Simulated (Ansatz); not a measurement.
## SiGe (P6_3mc), two-dimensional strain map

Theory: DFT r2SCAN, scalar-relativistic, plane waves, PAW (Ansatz 0.2.0). Settings: plane waves to 500 eV, k-mesh 12×12×4 (Γ-centred), Gaussian smearing 0.05 eV. No spin polarisation. Energies are free energies at this smearing, counted from the undisturbed cell; pressure is positive in compression.

The undisturbed cell (as given, not relaxed at this level; it stands at 0.0 GPa, and it needn't be the usual structure):

```xyz
4
Lattice="3.9045 0.0000 0.0000 -1.9522 3.3814 0.0000 0.0000 0.0000 6.4508" Properties=species:S:1:pos:R:3 pbc="T T T"
Si    1.9522    1.1271    5.6419
Si    0.0000    2.2542    2.4165
Ge    1.9522    1.1271    3.2279
Ge    0.0000    2.2542    0.0025
```

The cell is strained by p along both x and y and by q along z, fractional coordinates fixed. Points are written (p, q).

p was sampled at -0.050, -0.025, 0.000, 0.025, 0.050 and q at -0.050, -0.025, 0.000, 0.025, 0.050.

Question: Where on the computed points is the energy highest, and how high?

Answer: At (-0.050, -0.050): 151.1 meV/atom.

Question: Away from (0, 0), which computed point is lowest?

Answer: (0.000, 0.025): 8.7 meV/atom.

The map, in meV/atom:

```csv
p \ q,-0.050,-0.025,0.000,0.025,0.050
-0.050,151.1,110.1,93.6,96.5,114.8
-0.025,72.1,34.8,21.8,28.1,49.7
0.000,45.2,10.5,0.0,8.7,32.6
0.025,60.0,27.2,18.4,28.6,53.9
0.050,107.3,76.0,68.3,79.5,105.5
```